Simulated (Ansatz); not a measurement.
Polymorphs of HfO2, each relaxed with the program Ansatz at the LDA level (PAW):

A: CdI2 type (P-3m1), a = b = 3.197 Å, c = 4.574 Å, α = β = 90.00°, γ = 120.00°

B: fluorite (Fm-3m), a = 5.0018 Å, b = 5.0018 Å, c = 5.0018 Å, α = 90.00°, β = 90.00°, γ = 90.00°

C: rutile (P4_2/mnm), a = b = 4.7896 Å, c = 3.1861 Å, α = β = γ = 90.00°

D: P4_2/nmc, a = b = 3.5374 Å, c = 5.1035 Å, α = β = γ = 90.00°

### Question
Order them by energy per atom at 0 K (lowest first) at the level LDA.

### Answer
D (+0 meV/atom), B (+22 meV/atom), C (+38 meV/atom), A (+285 meV/atom)

### Question
Give each one's gap.

### Answer
A 4.42 eV; B 3.66 eV; C 3.88 eV; D 4.49 eV.

Constructed cells (a structure type filled with these elements, in neither database checked): A. Not the usual ambient phase: A; B; C; D. Weakly bound layers, chains or molecules computed without a dispersion correction, so cells and soft constants are ill determined: A. Unstable at this level: B. All cells were relaxed under the symmetry of their starts (and spin orders); stability against distortions was not tested throughout. Named crystals with no word on spin ran without spin polarisation. Scalar-relativistic: spin–orbit coupling is off unless named, which matters more the heavier the elements.

Energies hold the estimated change up to a 700 eV cutoff; steps of a few meV lie near the error of the meshes.

Potentials: the earlier of the program's two PAW sets. The files were generated under PBE; for other functionals the program regenerates the frozen cores, and for LDA and PBEsol the local potential too.
